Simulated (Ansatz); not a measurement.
**Property card for Mg**

Mg:
```
Mg
1.0
    5.07088     0.00000     0.00000
   -2.53544     4.39152     0.00000
    0.00000     0.00000     3.07546
Mg
3
Direct
  0.00000   0.00000   0.00000
  0.33333   0.66667   0.50000
  0.66667   0.33333   0.50000
```

Space group P6/mmm (No. 191); conventional cell a = 5.0709 Å, b = 5.0709 Å, c = 3.0755 Å, α = 90.00°, β = 90.00°, γ = 120.00°.

Method: plane-wave PAW r²SCAN (Ansatz code). Geometry: relaxed at this level of theory. Other levels are named where they apply.

### Cell and energy

- Volume per atom = 22.83 Å³
- Density = 1.77 g/cm³

### Electronic structure

- Electronic character: metallic (no gap)
- Density of states at the Fermi level: 0.38 states/eV per atom (mean over ±0.08 eV)

### Mechanics

- Bulk modulus (Birch–Murnaghan fit) = 37.9 GPa
- Pressure derivative B′ = 3.8
- Elastic constants (relaxed ions, GPa) = C11 = 70.1, C12 = 33.3, C13 = 12.1, C33 = 84.8, C44 = 8.0
- Mechanical stability = stable (all eigenvalues of C positive)
- Hill bulk and shear moduli = 37.8 and 15.5 GPa
- Young's modulus = 40.9 GPa
- Poisson's ratio = 0.32
- Debye temperature from the elastic constants = 348 K

The cell is a constructed one: a structure type filled with these elements; the Crystallography Open Database copy checked does not list it. It is not the phase usual at ambient conditions (space group No. 194). The r²SCAN relaxation kept the symmetry of its start; its stability against distortions is not shown here. As this level gives no gap, shear constants depend on the k-mesh and smearing (Fermi–Dirac, 0.1 eV here). Axis ratios of metals converge slowly with the k-mesh, so a and c are less sure than the volume.

Potentials: the later of the program's two PAW sets.
